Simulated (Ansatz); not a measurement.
TlI (CsCl type)

```
CELL_PARAMETERS angstrom
      4.24524     0.00000     0.00000
      0.00000     4.24524     0.00000
      0.00000     0.00000     4.24524
ATOMIC_POSITIONS crystal
  Tl 0.00000 0.00000 0.00000
  I  0.50000 0.50000 0.50000
```

The slice is a {110} plane (indices of the conventional cell) through the point (0.500, 0.500, 0.500) (fractional), spanned by u = [100] and v = [011] in vectors of this cell: u (4.25 Å) and v (6.00 Å, at 90° to u). It covers one period; positions are fractions (u, v).

Calculation: r2SCAN (plane waves to 500 eV, PAW, scalar-relativistic; Ansatz, a program for electronic structure). k mesh 8×8×8. Inside the PAW spheres the values are not all-electron values, and peaks at nuclei hang on which shells count as valence. Spin-orbit coupling is left out, though I and Tl are heavy. TlI was relaxed with its symmetry unable to fall.

Q: The ELF has a maximum in the middle third of the Tl–I line. Where, and how high?

A: 0.76, 2.4 Å from Tl.

Q: What is the valence density on the shortest Tl–I line in this plane (3.68 Å), at its minimum between the atoms?

A: 0.08 e/Å³.

Q: What is the ELF at the density minimum of the shortest Tl–I line in this plane (3.68 Å)?

A: 0.1.

Q: Predict the map of the valence electron density on the slice.

A: 
```
|@@@@%%++==--::........::--==++%%@@|
|%%%%**++==--::..    ..::--==++**%%|
|**++++====--::..    ..::--====++++|
|++======--::....    ....::--======|
|==------::::............::::------|
|::::::::::....::::::::....::::::::|
|..........::::--------::::........|
|........::----========----::......|
|    ....::==++********++==::....  |
|    ..::--++**########**++--::..  |
|    ..::==++**##%%%%##**++==::..  |
|    ..::==++##%%%%%%%%##++==::..  |
|    ..::==++**##%%%%##**++==::..  |
|    ..::--++**########**++--::..  |
|    ....::==++********++==::....  |
|........::----========----::......|
|..........::::--------::::........|
|::::::::::....::::::::....::::::::|
|==------::::............::::------|
|++======--::....    ....::--======|
|**++++====--::..    ..::--====++++|
|%%%%**++==--::..    ..::--==++**%%|
|@@@@%%++==--::........::--==++%%@@|
|@@@@%%**++==::........::==++**%%@@|
```
Scale: ten equal steps from -1.65 (start of ' ') to 1.28 (end of '@'), in the order ' .:-=+*#%@'. Values: log₁₀ of the valence density in e/Å³. The map has 17 points along u (two characters each, u = 0 at the left) and 24 along v (v = 0 in the bottom row). The scale is logarithmic, as a density can span decades between atoms and voids.
